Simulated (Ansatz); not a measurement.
**KCrF$_{3}$ in Ansatz, relaxation**

The input file (Ansatz 0.2.0, plane waves):

```yaml
crystal:
  lattice:
    - [4.18290403, 0.0, 0.0]
    - [0.0, 4.18290403, 0.0]
    - [0.0, 0.0, 4.18290403]
  atoms:
    - { symbol: Cr, position: [0.0, 0.0, 0.0], spin: 4.0 }
    - { symbol: F, position: [0.5, 0.0, 0.0] }
    - { symbol: F, position: [0.0, 0.5, 0.0] }
    - { symbol: F, position: [0.0, 0.0, 0.5] }
    - { symbol: K, position: [0.5, 0.5, 0.5] }
  symmetry: { detect: false, time_reversal: true }
kpoints:
  mp_grid: { grid: [6, 6, 6], shift: [0, 0, 0] }
magnetization:
  spin_polarized: true
scf:
  occupations: { method: fermi_dirac }
  lower_state_search: "off"
hamiltonian:
  pseudopotentials: { kind: paw }
  xc: r2scan
  hubbard:
    projectors: all-electron-ortho-atomic
    sites: [{ species: Cr, l: d, u_eff: 5.49 }]
basis:
  ecutwfc: 500
  fft_grid_basis: typed
relax:
  max_steps: 40
  f_tol: 0.03
output:
  forces: true
  stress: true
  eigenvalues: true
  bader: true
  populations: true
  elf: true
  write_potential: true
  volumetric_format: npy
  dos:
    e_range: [-12, 8]
    de: 0.05
    projected: { site_lists: { Cr: [Cr], F: [F], K: [K] } }
  write_density: true
checkpoint:
  read: saved_state
```

Launch command:

```bash
ansatz run input.yaml --threads 2 --pin off --max-ram 4096MiB --backend cpu --events-out ev --progress --plain --runs-dir out
```

Origin of the cell: a known structure type with other elements, at an estimated volume, so it need not be a known compound.

The smearing width isn't typed, so it takes its default of 0.1 eV.

The saved state is a converged single point of the same cell, with its larger moments on Cr1 up.

The program first moved the atoms by about 0.01 Å at random, to leave a saddle point that the symmetry would hold.

Steps:

```csv
step,ΔF (meV/atom),max force component (eV/Å),SCF iterations,step was
1,0.0,0.230,8,accepted
2,-0.4,0.118,6,accepted
3,-0.5,0.025,8,accepted
```

The starting structure.

Space group Pm-3m (No. 221); the run's cell has a = 4.183 Å, b = 4.183 Å, c = 4.183 Å, α = 90.00°, β = 90.00°, γ = 90.00°. Shortest distances: Cr–F 2.09 Å, F–F 2.96 Å, F–K 2.96 Å.

After:

Space group P-4m2 (No. 115); the run's cell has a = 4.183 Å, b = 4.183 Å, c = 4.183 Å, α = 90.00°, β = 90.00°, γ = 90.00°. Shortest distances: Cr–F 2.09 Å, F–K 2.95 Å, F–F 2.95 Å.

```xyz
5
Lattice="4.1829 0.0000 0.0000 0.0000 4.1829 0.0000 0.0000 0.0000 4.1829" Properties=species:S:1:pos:R:3 pbc="T T T"
Cr    0.0009    0.0032    0.0039
F     2.0926   -0.0084   -0.0004
F     0.0002    2.0949    0.0084
F     0.0027    0.0150    2.0952
K     2.0922    2.0960    2.0961
```

* Free energy lowered by: 0.5 meV/atom
* Final pressure: 1.04 GPa
* Relaxation steps listed: 3
* Site moments at the end (small spheres, which read low): Cr1 +3.3 μB
* Total moment: 4.00 μB

Caveats: the SCF threshold is looser than advised for a stress; the displaced walk ended near the symmetry of the start; the magnetic state was chosen at the start cell and may not be the lowest after relaxing; the program displaced the start to leave a saddle point.

Time: 4.5 min on 2 threads of Arm Neoverse V2, with other jobs on the host, peak memory 1.1 GiB, from a saved density.
